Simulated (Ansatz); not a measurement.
BN built on the NiAs prototype, relaxed with r2SCAN: 4 runs in Ansatz 0.2.0, each a calculation of independent-particle optics. The symmetry is P6_3/mmc (No. 194, hexagonal); conventional cell a = 2.491 Å, c = 4.001 Å, 5.38 Å³ an atom. B is surrounded by 6 N at 1.75 Å; N is surrounded by 6 B at 1.75 Å. (Calculated; spin-unpolarised; the phase may be known or hypothetical.)

```xyz
4
Lattice="2.4913 0.0000 0.0000 -1.2457 2.1576 0.0000 0.0000 0.0000 4.0011" Properties=species:S:1:pos:R:3 pbc="T T T"
B     0.0000    0.0000    0.0000
B     0.0000    0.0000    2.0005
N     0.0000    1.4384    1.0003
N     1.2457    0.7192    3.0008
```

On meshes this coarse, single peaks can be features of the mesh. No local fields, no excitons; the zone sum runs over the cells of the mesh, and ε∞ includes the bands left out of the spectrum. Up to four peaks are listed, those above 15 % of the tallest and inside the complete range; the four can differ from row to row.

```
functional   k mesh  broadening (eV)    scissors (eV)  range (eV)  direct gap on the mesh before scissors (eV)  ε∞ xx  ε∞ yy  ε∞ zz  complete up to (eV)  tallest peaks of mean ε₂ (eV)
    r2SCAN  12×12×6              0.1             0.00        0–13                                         5.67   7.60   7.60   8.55                  7.3                           6.35
       LDA  12×12×6              0.1             0.00        0–13                                         5.28   8.27   8.27   9.51                  6.7                           5.90
       PBE  12×12×6              0.1  1.32 (to HSE06)        0–13                                         5.23   7.34   7.34   8.30                  8.0                           7.20
```

Q: Estimate from these rows what the further settings give.
```
functional   k mesh  broadening (eV)  scissors (eV)  range (eV)
       PBE  12×12×6              0.1           0.00        0–13
```

A:
```tsv
functional	k mesh	broadening (eV)	scissors (eV)	range (eV)	direct gap on the mesh before scissors (eV)	ε∞ xx	ε∞ yy	ε∞ zz	complete up to (eV)	tallest peaks of mean ε₂ (eV)
PBE	12×12×6	0.1	0.00	0–13	5.23	8.29	8.29	9.50	6.7	5.85
```

The fundamental gap is indirect (1.58 eV with PBE on 12×12×6); the table holds the direct one.
